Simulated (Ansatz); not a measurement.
Consider the following.

FeP$_{2}$:
```
CELL_PARAMETERS angstrom
      4.92778     0.00000     0.00000
      0.00000     5.63336     0.00000
      0.00000     0.00000     2.71774
ATOMIC_POSITIONS crystal
  Fe 0.50000 0.50000 0.50000
  Fe 0.00000 0.00000 0.00000
  P  0.32869 0.86923 0.50000
  P  0.67131 0.13077 0.50000
  P  0.82869 0.63077 0.00000
  P  0.17131 0.36923 0.00000
```

This is the r²SCAN-relaxed structure. Cartesian axes are those of the cell as given.

Task: All from r²SCAN in the plane-wave PAW code Ansatz, unless another level is named. Predict the smallest direct gap on the standard path.

Result: 0.92 eV.

Task: Predict the electron effective mass.

Result: 0.81, 1.1, 2.6 mₑ (principal values).

Task: And the hole effective mass?

Result: 1.8, 2.0, 3.6 mₑ (principal values).

Task: And the band gap?

Result: 0.67 eV (indirect).

Task: Next, the valence-band maximum?

Result: off the standard path, at k = (0.000, 0.453, 0.208) in fractions of the reciprocal vectors.

Space group Pnnm. The first step of the workflow began from a Materials Project structure, measured or hypothetical; the Crystallography Open Database copy checked does not list it. Whether it is the stable phase at ambient conditions was not checked. Symmetry was held in the r²SCAN relaxation; its stability against distortions is not shown here. The run is not spin-polarised.

Potentials: the later of the program's two PAW sets.
